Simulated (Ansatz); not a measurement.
SrTe (rock salt, Fm-3m) under volume change, PBE in the plane-wave PAW code Ansatz, scaled uniformly.

| V (Å³/atom) | E − E(relaxed) (meV/atom) | P (GPa) |
|---|---|---|
| 34.498 | 36.5 | 3.72 |
| 35.635 | 15.4 | 2.28 |
| 36.772 | 3.6 | 1.05 |
| 37.910 | 0.0 | 0.00 |
| 39.047 | 3.3 | -0.90 |
| 40.184 | 12.5 | -1.67 |
| 41.321 | 26.7 | -2.33 |

Q: What does a third-order Birch–Murnaghan fit give for V₀, B₀ and B′?

A: V₀ = 37.91 Å³/atom, B₀ = 32.4 GPa, B′ = 4.2.

The cell was relaxed with PBE under the symmetry of its start. Scalar-relativistic: spin–orbit coupling is off unless named, which matters more the heavier the elements.

Potentials: the later of the program's two PAW sets.
